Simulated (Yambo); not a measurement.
BaTiO3 (space group R3m, No. 160), G0W0@LDA in Yambo; all else as in the reference (4×4×4 Γ-centred k mesh, bands 2 to 127 and a 8 Ry block in the screening, 127 bands in G with the Bruneval-Gonze terminator, plasmon pole fitted at 27.2 eV). One parameter is varied: the cutoff of the exchange sum, over 5, 10, 20, 40, 84 Ry.

**Question.** From which value on does the gap Z → Γ stay within 0.05 eV of the largest setting?

**Answer.** From 40 Ry on.
| cutoff of the exchange sum (Ry) | G0W0 gap (eV) | valence shift (eV) |
|---|---|---|
| 5 | 4.60 | 2.57 |
| 10 | 4.58 | 0.78 |
| 20 | 4.26 | -0.04 |
| 40 | 4.07 | -0.32 |
| 84 | 4.04 | -0.37 |
The last step of the sweep still moves the gap by 32 meV; the other settings are held fixed.

Geometry of the Materials Project entry, not relaxed at this level; primitive cell a = 4.034 Å, b = 4.034 Å, c = 4.034 Å, α = 89.84°, β = 89.84°, γ = 89.84°.

A shift is the quasiparticle energy of the state minus its LDA energy.
